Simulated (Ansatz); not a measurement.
According to PBE (plane waves, PAW; program Ansatz), PbS in the zinc blende structure (F-43m) relaxes to a = 6.647 Å. S has 4 nearest neighbours from 2.88 Å (tetrahedral); Pb has 4 nearest neighbours from 2.88 Å (tetrahedral). Its formation energy from the elements is -0.37 eV/atom, with no fitted shifts.

It is gapped at this level: 0.85 eV (indirect). The valence maximum lies at W and the conduction minimum at X (3 equivalent valleys). Gap from PBE with spin–orbit coupling: 0.74 eV. Electrons at the band edge weigh 0.37, 0.37, 1.8 mₑ (principal values). The hole mass is 0.62, 0.62, 0.80 mₑ (principal values).

An equation-of-state fit gives a bulk modulus of 35.2 GPa.

The start of the workflow was typed in or built on a structure type; neither database checked (COD, Materials Project) lists it. It is not the phase usual at ambient conditions (space group No. 225). Symmetry was held in the PBE relaxation; whether a distortion lowers the energy is not shown. The references are the lowest solids computed at this level, not always the standard phases. Spin–orbit coupling is left out wherever it is not named.

Potentials: the earlier of the program's two PAW sets.
